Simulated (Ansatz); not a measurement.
An elastic tensor (GPa, Voigt order, standard axes) from the program Ansatz at the r²SCAN level (PAW):

```
 976   134  58.4   0.0   0.0   0.0
 134   976  58.4   0.0   0.0   0.0
58.4  58.4  1060   0.0   0.0   0.0
 0.0   0.0   0.0   350   0.0   0.0
 0.0   0.0   0.0   0.0   350   0.0
 0.0   0.0   0.0   0.0   0.0   421
```

Task: Pick the material that matches.
A) GaN, wurtzite
B) AlMo2N, P6_3/mmc (Al on 2d, Mo on 4f, N on 2a)
C) BN, wurtzite
D) Nb2SiN, P6_3/mmc (Si on 2d, Nb on 4f, N on 2a)

Result: C, BN, wurtzite

Space group P6_3mc (wurtzite). The cell was relaxed with r²SCAN under the symmetry of its start.

Potentials: the earlier of the program's two PAW sets.
